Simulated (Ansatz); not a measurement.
Ag (β-Sn type, I4_1/amd) under volume change, plane-wave PAW PBE (Ansatz code), shape and atoms relaxed at each volume.

```csv
V (Å³/atom),E − E(relaxed) (meV/atom),P (GPa)
17.972,___,___
18.564,18.7,5.42
19.157,4.3,2.43
19.749,0.0,-0.01
20.342,3.8,-2.00
20.934,___,___
21.527,30.3,-4.95
```

### Question
Complete the blanks.

### Answer

- 17.972, E − E(relaxed) (meV/atom): 45.3
- 17.972, P (GPa): 9.08
- 20.934, E − E(relaxed) (meV/atom): 14.3
- 20.934, P (GPa): -3.62

### Question
What does a third-order Birch–Murnaghan fit give for V₀, B₀ and B′?

### Answer
V₀ = 19.75 Å³/atom, B₀ = 73.5 GPa, B′ = 5.8.

The start of the workflow was typed in or built on a structure type; neither database checked (COD, Materials Project) lists it. It is not the phase usual at ambient conditions (space group No. 225). The PBE relaxation kept the symmetry of its start; whether a distortion lowers the energy is not shown. No spin polarisation was allowed.

Potentials: the later of the program's two PAW sets.
